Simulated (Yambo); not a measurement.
SrO (rock salt, space group Fm-3m, No. 225), G0W0@LDA in Yambo; all else as in the reference (6×6×6 Γ-centred k mesh, 77 bands and a 10 Ry block in the screening, 77 bands in G with the Bruneval-Gonze terminator, plasmon pole fitted at 27.2 eV). One parameter is varied: the cutoff of the exchange sum, over 5, 10, 20, 40, 84 Ry.

Problem. From which value on does the gap Γ → X stay within 0.05 eV of the largest setting?

Solution. From 40 Ry on.
| cutoff of the exchange sum (Ry) | G0W0 gap (eV) | valence shift (eV) |
|---|---|---|
| 5 | 3.37 | 1.09 |
| 10 | 4.31 | -0.05 |
| 20 | 4.93 | -0.73 |
| 40 | 5.19 | -1.00 |
| 84 | 5.23 | -1.04 |
The last step of the sweep still moves the gap by 41 meV; the other settings are held fixed.

Geometry relaxed with LDA; primitive cell a = 3.579 Å, b = 3.579 Å, c = 3.579 Å, α = 60.00°, β = 60.00°, γ = 60.00°.

A shift is the quasiparticle energy of the state minus its LDA energy.
